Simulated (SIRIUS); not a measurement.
Worked example: self-consistent single point of CoGe (P2_13, 8 atoms in the cell; from Materials Project mp-10692) in SIRIUS.

Method: PBEsol, PseudoDojo 0.4 standard norm-conserving PBEsol (tails mended) pseudopotentials (plane waves; SIRIUS 7.12.0).

```
CoGe
1.0
    4.57947     0.00000     0.00000
    0.00000     4.57947     0.00000
    0.00000     0.00000     4.57947
Co Ge
4 4
Direct
  0.13683   0.13683   0.13683
  0.36317   0.86317   0.63683
  0.63683   0.36317   0.86317
  0.86317   0.63683   0.36317
  0.83981   0.83981   0.83981
  0.66019   0.16019   0.33981
  0.33981   0.66019   0.16019
  0.16019   0.33981   0.66019
```

Reference input (self-consistent single point, DFT, PBEsol, plane waves, PseudoDojo 0.4 standard norm-conserving PBEsol (tails mended) pseudopotentials): parameters.ngridk = 3 3 3; parameters.xc_functionals = [XC_GGA_X_PBE_SOL, XC_GGA_C_PBE_SOL]; parameters.gk_cutoff = 9.798 1/bohr; parameters.pw_cutoff = 19.596 1/bohr; parameters.smearing = cold; parameters.smearing_width = 0.00734986 Ha; potentials = PseudoDojo 0.4 standard norm-conserving PBEsol (tails mended) pseudopotentials; parameters.electronic_structure_method = pseudopotential; parameters.num_bands = 74; parameters.num_mag_dims = 0; parameters.num_dft_iter = 100; parameters.energy_tol = 1e-07 Ha. This run's input differs from it in these lines:

```diff
@@ -14,4 +14,4 @@
     "xc_functionals": ["XC_GGA_X_PBE_SOL", "XC_GGA_C_PBE_SOL"],
-    "gk_cutoff": 9.798,
-    "pw_cutoff": 19.596,
+    "gk_cutoff": 6.197,
+    "pw_cutoff": 12.394,
     "ngridk": [3, 3, 3],
```

Log, with long lists cut:

```
[find] density tolerance         : 1e-06
[find] total energy tolerance    : 1e-07
[find] iter_solver_tol (initial) : 0.01
[find] iter_solver_tol (target)  : 1e-13
[find] num_dft_iter              : 100
Charges and magnetic moments
--------------------------------------------------------------------------------
total charge          : 124.000000
[find] | SCF iteration   0 out of 100|
[diagonalize] iterative solver tolerance (occupied, empty): 0.01 0.01
[diagonalize] average number of iterations: 2.75
[find_efermi_generic] Newton iteration converged after 6 steps
[find] Charges and magnetic moments
[find] total charge          : 124.000000
[find] Energy
[find] smearing (-TS)                 :       0.00268284
[find] Total energy                   :    -953.50528505 (Ha),   -1907.01057010 (Ry)
[find] Free energy (E-TS)             :    -953.50260221 (Ha),   -1907.00520441 (Ry)
[find] band gap (eV)                  :       0.00000312
[find] Efermi                         :       0.81629693
[find] iteration : 0, RMS (target) : 2.2877e+00 (1.0000e-06) , energy difference (target) : -9.5351e+02 (1.0000e-07)
[find] bands are converged : true
[find] iterative solver converged : false
[find] | SCF iteration   1 out of 100|
[diagonalize] iterative solver tolerance (occupied, empty): 0.0042207 0.0042207
   [... lines left out ...]
[find] Charges and magnetic moments
[find] Free energy (E-TS)             :    -953.79826704 (Ha),   -1907.59653408 (Ry)
[find] band gap (eV)                  :       0.00000119
[find] Efermi                         :       0.66747787
[find] Charges and magnetic moments
[find] Free energy (E-TS)             :    -953.65767095 (Ha),   -1907.31534190 (Ry)
[find] band gap (eV)                  :       0.00000033
[find] Efermi                         :       0.71978334
[find] Charges and magnetic moments
[find] Free energy (E-TS)             :    -953.71678293 (Ha),   -1907.43356587 (Ry)
   [... lines left out ...]
[ground_state] atom:    3, force:       0.0247476     -0.0247476      0.0247476
[ground_state] atom:    4, force:      -0.0049173     -0.0049173     -0.0049173
[ground_state] atom:    5, force:       0.0049173      0.0049173     -0.0049173
[ground_state] atom:    6, force:      -0.0049173      0.0049173      0.0049173
[ground_state] atom:    7, force:       0.0049173     -0.0049173      0.0049173
```

The run converged in 16 iterations. SIRIUS prints the stress tensor with tension positive. Against the reference run the free energy rises by 49.3 eV/atom, the pressure goes from -1.20 to -2113 GPa and the largest force goes from 0.044 to 2.204 eV/Å.

The run has no spin polarisation, so moments on Co cannot form. Forces above 1 eV/Å remain at this geometry. This run is one point of a test of settings, so its values need not be converged; read them against the reference run alone. The structure comes from a collection of computed structures, made at another level of theory; the collection holds predicted forms beside known ones. No clean gap shows at this smearing width and mesh (spacing up to 0.46 Å⁻¹); the mesh is coarse for partly filled bands, so the values carry mesh errors.

Cost on one core: about 22 core-seconds (a rough figure).

At a cut-down plane-wave cutoff the stress holds a Pulay term: a spurious tension from the incomplete basis, which lowers the pressure; energies, forces and gaps of such rows are unconverged too.

“Tails mended”: in these copies of the files the far tail of each local potential was reset to the Coulomb form.
